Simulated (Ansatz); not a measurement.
Q: Name crystals whose computed values (PBE in the plane-wave PAW code Ansatz) fall in these windows: B₀ by P(V) fit (GPa) 44 to 52; gap (eV) 0.89 to 1.1.

A: 

```csv
crystal,B₀ by P(V) fit (GPa),gap (eV)
"Zn4Te3S, P-4m2 (Pearson symbol tP8)",47.9,0.98
```
Others may fit too.

Typed or built starts, not in the databases checked: Zn4Te3S, P-4m2 (Pearson symbol tP8). The cell was relaxed under the symmetry of its start. Spin–orbit coupling is left out wherever it is not named.

Potentials: the earlier of the program's two PAW sets.
